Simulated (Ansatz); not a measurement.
Recipe of this trial structure of Li2B2Br: random cell by space group and Wyckoff sites (P4/mmm, No. 123). Its size is a rough estimate.

```
Li B Br
1.0
     4.08332    0.00000    0.00000
     0.00000    4.08332    0.00000
     0.00000    0.00000    4.67167
Li B Br
2 2 1
Direct
  0.50000 0.50000 0.22907
  0.50000 0.50000 0.77093
  0.00000 0.50000 0.00000
  0.50000 0.00000 0.00000
  0.00000 0.00000 0.50000
```

Method: DFT PBE, scalar-relativistic, plane waves, PAW in Ansatz. Cutoff 420 eV, Gaussian smearing, Γ-centred meshes. Cell and atoms relax first on a coarse mesh and then on a finer one. In between, the cell is made exact in the group found at 0.06 Å. In metals the finer mesh still leaves noise of several meV/atom or more. The steps can't lower the symmetry of their start. No spin polarisation.

A guess keeps its type if space group and coordination stay and the shape of the cell changes little (axis ratios within about 15 %, angles within 6°); the volume may change.

Q: Does it keep its structure type, or change into something else?

A: It doesn't keep its type. The symmetry stays P4/mmm (No. 123). The volume per atom shrinks by 15.9 %, from 15.6 to 13.1 Å³. The shortest distance goes from 2.14 Å (Li–Li) to 2.11 Å (B–B). The ratio c/a of the conventional cell changes by a factor of 2.15. Counting neighbours within 15 % of an atom's shortest distance, the start has B 4, Br 16, Li 5 and the end B 4, Br 12, Li 8. In detail, at the end Li has 4 B at 2.52 Å, 4 Br at 2.68 Å, 4 Li at 2.99 Å and 1 Li at 3.29 Å; B has 4 B at 2.11 Å and 4 Li at 2.52 Å; Br has 8 Li at 2.68 Å and 4 Br at 2.99 Å.

```xyz
5
Lattice="2.9864 0.0000 0.0000 0.0000 2.9864 0.0000 0.0000 0.0000 7.3426" Properties=species:S:1:pos:R:3 pbc="T T T"
Li    1.4932    1.4932    2.0276
Li    1.4932    1.4932    5.3151
B     0.0000    1.4932    0.0000
B     1.4932    0.0000    0.0000
Br    0.0000    0.0000    3.6713
```

The zero of energy is the elements' standard structures at the same level; no fitted shifts are applied. The references include crystalline Br.

Q: At what energy does it end?

A: +0.26 eV/atom. A positive value: parting into the elements would lower its energy.

The last run used a 12×12×6 mesh (in the run's order of axes) for its 5-atom cell and Gaussian smearing of 0.10 eV. The cell is a metal run without spin; a magnetic state may lie lower. The reference form of Br is held partly by dispersion forces, which this level lacks. Symmetry constrained the relaxation, so the result can be a saddle point.
